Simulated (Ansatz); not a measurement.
Relaxed candidate structures of ZrCl₄:

A. Im-3m (No. 229), cI10; a = b = c = 6.162 Å, α = β = γ = 90.00°; Cl 8c (0.250, 0.250, 0.250); Zr 2a (0.000, 0.000, 0.000)

B. P2/c (No. 13), mP10; a = 6.5051 Å, b = 7.6009 Å, c = 6.2874 Å, α = γ = 90.00°, β = 108.34°; Zr 2f (0.500, 0.162, 0.750); Cl 4g (0.250, 0.642, 0.025); Cl 4g (0.278, 0.105, 0.005)

**Question.** Rank these by energy per atom (lowest first), as r2SCAN (plane waves to 500 eV, PAW, scalar-relativistic; Ansatz, a quantum-chemistry and plane-wave program) gives it.

**Answer.** B (reference, the lowest among the structures calculated here), A (+0.595 eV/atom)

**Question.** Give each candidate's band gap.

**Answer.** No candidate is metallic. A: 0.21 eV (no spin-orbit coupling); B: 4.06 eV (no spin-orbit coupling).

 4 generated cells of layers, chains or molecules, poorly bound without dispersion, are left out. Each run could gain symmetry but not lose that of its start, so entries can be saddle points. From databases, or of a type measured for this composition: P2/c, mP10; the others are generated cells (placed on structure types, drawn at random, substituted or restacked) that were not matched to a known phase here. Energies are at zero temperature and pressure, without zero-point motion. Each cell has its own k-point mesh; energy differences are given only to the digits this allows. No spin polarisation in the result. The d or f electrons are treated with no Hubbard U. Without a van der Waals term the distances between weakly bound units are poorly fixed. Gaps of cells over 8 atoms come from the SCF mesh and high-symmetry points alone.
